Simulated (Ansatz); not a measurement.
TiAu in space group P4/nmm (No. 129; Ti on 2c, Au on 2c) at seven volumes, plane-wave PAW PBEsol (Ansatz code), shape and atoms relaxed at each. One row is withheld.

```
V (Å³/atom)  P (GPa)
-----------  -------
14.949         19.09
15.442         11.60
15.934          5.30
16.427         -0.01
16.920         -4.46
17.413         -8.19
17.906             ?
```

**Question.** Fit the shown pressures and predict the withheld one.

**Answer.** Third-order Birch–Murnaghan: P = (3/2)B₀(x^(7/2) − x^(5/2))[1 + (3/4)(B′ − 4)(x − 1)] with x = (V₀/V)^(2/3). Least squares on the six rows gives V₀ = 16.427 Å³/atom, B₀ = 161.6 GPa, B′ = 4.78. At V = 17.906, x = 0.9441 and P = -11.34 GPa. The run itself gave -11.32 GPa.

The workflow started from a Materials Project entry (that database holds measured and hypothetical structures alike); the Crystallography Open Database copy checked does not list it. COD files the formula under space group No. 221. Whether it is the stable phase at ambient conditions was not checked. The cell was relaxed with PBEsol under the symmetry of its start; whether a distortion lowers the energy is not shown. The run is not spin-polarised. Scalar-relativistic: spin–orbit coupling is off unless named, which matters more the heavier the elements.

Potentials: the later of the program's two PAW sets.
